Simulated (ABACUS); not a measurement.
Consider a self-consistent single point of C (Cmme, 8 atoms in the cell; from Materials Project mp-568286, changed as shown).

```xyz
8
Lattice="2.3688 0.0000 0.0000 0.0000 4.1082 0.0000 0.0000 0.0000 6.8044" Properties=species:S:1:pos:R:3 pbc="T T T"
C      1.1844     1.7125     5.1422
C      0.0000     0.3416     1.6622
C      1.1844     0.3416     5.1422
C      0.0000     1.7125     1.6622
C      0.0000     3.7666     5.1422
C      1.1844     2.3957     1.6622
C      0.0000     2.3957     5.1422
C      1.1844     3.7666     1.6622
```

Computed with ABACUS 3.10.1 with LDA (PW92), numerical atomic orbitals SZP (confined pseudo-atomic orbitals with Gaussian additions; energy shift 0.01 Ry), PseudoDojo 0.4 standard norm-conserving LDA (tails mended) pseudopotentials.

ABACUS settings:

```
key                                                                   value
---------------  ----------------------------------------------------------
basis                   SZP numerical atomic orbitals, energy shift 0.01 Ry
KPT                                                      Gamma 14 8 6 0 0 0
basis_type                                                             lcao
dft_functional                                                        PWLDA
ecutwfc                                                              100 Ry
smearing_method                                                          fd
smearing_sigma                                                0.00734986 Ry
potentials       PseudoDojo 0.4 standard norm-conserving LDA (tails mended)
symmetry                                                                  1
symmetry_prec                                                         1e-05
ks_solver                                                           genelpa
scf_nmax                                                                100
scf_thr                                                             1.0e-06
mixing_type                                                         broyden
mixing_beta                                                             0.4
```

### Question
Estimate, at this level of theory: pressure and largest force (vector length).

### Answer
The run gave:

Pressure: 52.12 GPa
Largest force (vector length): 0.184 eV/Å

For comparison: a first run was changed to give this one (lattice scaled by 0.98), and from it to this one the free energy rises by 130 meV/atom, the pressure goes from 29.54 to 52.12 GPa and the largest force goes from 0.162 to 0.184 eV/Å.

The atom-centred basis is finite, which shifts total energies, pressures and forces against plane waves. A single-zeta basis is rough, for pressures and forces above all. The structure comes from a collection of computed structures, made at another level of theory; the collection holds predicted forms beside known ones. Its lattice was then scaled. At this pressure the cell is far from its equilibrium volume at this level.

Cost on one core: around 13 core-seconds (rough).

The atomic orbitals were generated for these runs; they are not ABACUS's published sets and were checked against plane waves on a few crystals only.

“Tails mended”: in these copies of the files the far tail of each local potential was reset to the Coulomb form.
